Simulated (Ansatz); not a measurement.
**Elastic constants of K3SeI: input and output**

These are results of DFT PBEsol, scalar-relativistic, plane waves, PAW in Ansatz, not measurements.

Launched with:
```bash
ansatz run input.yaml --threads 1 --pin off --max-ram 1228MiB --backend cpu --events-out ev --progress --plain --runs-dir out
```

Input (bare energies are in eV):
```yaml
crystal:
  lattice:
    - [6.2572, 0.0, 0.0]
    - [0.0, 6.2572, 0.0]
    - [0.0, 0.0, 6.2572]
  atoms:
    - { symbol: Se, position: [0.0, 0.0, 0.0] }
    - { symbol: I, position: [0.5, 0.5, 0.5] }
    - { symbol: K, position: [0.5, 0.5, 0.0] }
    - { symbol: K, position: [0.5, 0.0, 0.5] }
    - { symbol: K, position: [0.0, 0.5, 0.5] }
basis:
  ecutwfc: 420
kpoints:
  mp_grid: { grid: [6, 6, 6] }
hamiltonian:
  xc: pbesol
scf:
  occupations: { method: fixed }
output:
  forces: true
  stress: true
  eigenvalues: true
elastic:
  mode: relaxed_ion
  stencil: two_point
```

From the output:
```
--- Elastic constants: 2 strain directions × 2 members + reference (group order 48) ---
  dense FFT box of the reference and of every strained cell: 45×45×45
  strains applied: 11, 23; error gains: componentwise 1.00 (the most a stress slope's error grows in a printed constant), spectral 1.73 (1 for all six strains in a standard setting)
  C = ∂σ_k/∂η_j (tension-positive GPa; Voigt order 11 22 33 23 13 12):
        35.337     -0.766     -0.766      0.000      0.000      0.000
        -0.766     35.337     -0.766     -0.000      0.000     -0.000
        -0.766     -0.766     35.337     -0.000     -0.000      0.000
         0.000      0.000      0.000     -0.316     -0.000     -0.000
        -0.000     -0.000      0.000     -0.000     -0.316     -0.000
        -0.000     -0.000      0.000     -0.000     -0.000     -0.316
  reference stress σ⁰ (GPa):      0.017      0.017      0.017     -0.000     -0.000     -0.000
  C* (energy form; C + prestress term) asymmetry max|C*_kj − C*_jk| = 6.661e-16 GPa — a small one proves nothing (zero by symmetry where the batch's group is 432, −43m or m−3m); a large one is finite-difference/SCF noise where every solve ...
  moduli (Voigt/Reuss/Hill, GPa): K = 11.27/11.27/11.27   G = 7.03/-0.53/3.25   E = 8.89   ν = 0.368
  mechanically stable: NO (min eigenvalue of sym C = -0.32 GPa)
  strain η (Voigt 11):  stress-route row diagonal C_11 = 35.34 GPa, energy-path curvature d²(F+E_count+ΔE)/dδ²/Ω₀ = 35.13 GPa
         δ    σ_11 (GPa) F (eV) n_scf n_hpsi n_pw
    -2.000e-3      -0.0544      -17408.3550712       9   27670   4794   relax 0 steps, max|allowed force component| 1.25e-28 eV/Å
     2.000e-3       0.0869      -17408.3549668      10   25633   4828   relax 0 steps, max|allowed force component| 3.40e-28 eV/Å
  strain η (Voigt 23):  stress-route row diagonal C_44 = -0.32 GPa, energy-path curvature d²(F+E_count+ΔE)/dδ²/Ω₀ = -0.51 GPa
         δ    σ_23 (GPa) F (eV) n_scf n_hpsi n_pw
    -2.000e-3       0.0006      -17408.3551285       9   34456   4809   relax 0 steps, max|allowed force component| 9.09e-29 eV/Å
     2.000e-3      -0.0006      -17408.3551285      10   32207   4809   relax 0 steps, max|allowed force component| 8.01e-29 eV/Å
```

The run took 51 s on 1 thread of Intel(R) Xeon(R) 6975P-C (Granite Rapids) (shared host), peak memory 0.75 GiB.

The cell is the ideal cubic antiperovskite prototype; whether it is the stable structure of this composition wasn't checked.

As the tensor has a negative eigenvalue, the Reuss and Hill moduli of a polycrystal, and E and ν formed from them, have no physical meaning here.